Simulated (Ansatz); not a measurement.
**Rigid cleavage in Ta4N3**

These are results of DFT r2SCAN, scalar-relativistic, plane waves, PAW in Ansatz 0.2.0, not measurements. Cutoff 500 eV, Γ-centred 9×9×5 k-points, Gaussian smearing of 0.15 eV. Spin–orbit coupling is left out, which can shift energies with elements as heavy as these. No spin polarisation. Energies are free energies at this smearing, counted from the undisturbed cell; pressure is positive in compression.

Reference structure (relaxed at this level; it needn't be the usual structure):

```xyz
14
Lattice="-4.3802 0.0000 0.0000 0.0000 -4.3802 0.0000 0.0000 0.0000 8.5799" Properties=species:S:1:pos:R:3 pbc="T T T"
Ta   -2.1901    0.0000    7.5855
Ta    0.0000   -2.1901    3.2955
Ta   -2.1901   -2.1901    5.5964
Ta    0.0000    0.0000    1.3065
Ta    0.0000   -2.1901    7.5855
Ta   -2.1901    0.0000    3.2955
Ta   -2.1901   -2.1901    0.9946
Ta    0.0000    0.0000    5.2846
N    -2.1901    0.0000    5.4405
N     0.0000   -2.1901    1.1506
N     0.0000    0.0000    7.5855
N    -2.1901   -2.1901    3.2955
N     0.0000   -2.1901    5.4405
N    -2.1901    0.0000    1.1506
```

The cut lies on the cell's a–b face, a (0 0 1) plane (indices in the standard cell, whose axes needn't be the Cartesian ones shown) of area 19.19 Å², between layers 1.99 Å apart. Vector c is lengthened by d along the normal with the atoms' Cartesian places fixed: one unrelaxed cut a cell. The cell is metallic on the mesh throughout.

| d (Å) | energy (J/m²) | traction dE/dd (GPa) |
| --- | --- | --- |
| -0.30 | 1.86 | -154.8 |
| 0.00 | 0.00 | 0.0 |
| 0.25 | 0.53 | 34.5 |
| 0.50 | 1.47 | 37.5 |
| 1.00 | 2.89 | 19.2 |
| 1.50 | 3.64 | 11.9 |
| 2.00 | 4.14 | 8.6 |
| 3.00 | 4.79 | 4.5 |
| 4.50 | 5.18 | 1.2 |
| 6.00 | 5.27 | 0.2 |

Cost: 10 runs of about 14 core-minutes in all, on Oxide Virtual Turin-like Processor (Zen 5) (shared hosts).